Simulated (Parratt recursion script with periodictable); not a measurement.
How fast does roughness lower the EUV peak of a Si/Mo multilayer on Si?

| layer, from the top | thickness (Å) | density (g/cm³) | rms roughness of its top face (Å) | δ at 13.5 nm | β at 13.5 nm |
|---|---|---|---|---|---|
| Si (in each period) | 34.4 | 2.313 | varied | 9.927 × 10⁻⁴ | 0.001813 |
| Mo (in each period) | 34.4 | 10.026 | varied | 0.07476 | 0.006314 |
| Si (substrate) | – | 2.313 | 2 | 9.927 × 10⁻⁴ | 0.001813 |

The refractive index is n = 1 − δ + iβ; the runs take δ and β at each wavelength of the scan. Vacuum lies above.

Densities are inputs, not measurements. They were set from computed cells of the Materials Project: Si from entry mp-149 (Fd-3m, 2.313 g/cm³); Mo from entry mp-129 (Im-3m, 10.026 g/cm³). A layer's crystal structure does not enter its constants, only its composition and density.

Model: EUV and soft X-ray reflectivity, Parratt recursion, Névot-Croce roughness, Henke tables. Program: Parratt recursion script with periodictable 1.7.1.

Light falls at α = 6° from the surface normal. R is the mean of s and p polarisation. The wavelength is scanned from 12.42 to 14.58 nm in 161 evenly spaced points, without smoothing. The peak is the highest scan point; its wavelength and height come from a parabola through R at that point and its two neighbours.

The pair is repeated 40 times. The runs differ only in σ, the roughness on top of both layers of each period; the substrate's stays as listed.

| σ (Å) | peak λ (nm) | peak R (%) |
|---|---|---|
| 0 | 13.293 | 71.8 |
| 2 | 13.291 | 71.3 |
| 3 | 13.287 | 70.7 |
| 6 | 13.271 | ? |
| 9 | 13.251 | 60.5 |

Task: Estimate the peak reflectivity at σ = 6 Å from a line of ln R against σ², and compare with the factor exp[−(2πσ/D)²] for one weak reflection.

Result: With R₀ = 71.8 % of the first row, ln(R/R₀) is 0.0000 at σ² = 0, −0.0070 at σ² = 4, −0.0154 at σ² = 9, −0.1712 at σ² = 81 Å². A least-squares line has slope −0.00213 Å⁻² and intercept 0.0017, which gives 66.6 % at σ² = 36 Å². For D = 68.8 Å, (2π/D)² = 0.00834 Å⁻², and that slope from the first row gives 53.2 %.

The run gave 67.2 %, so the line misses by 0.6 points. The fitted slope is 0.26 of (2π/D)² in size.
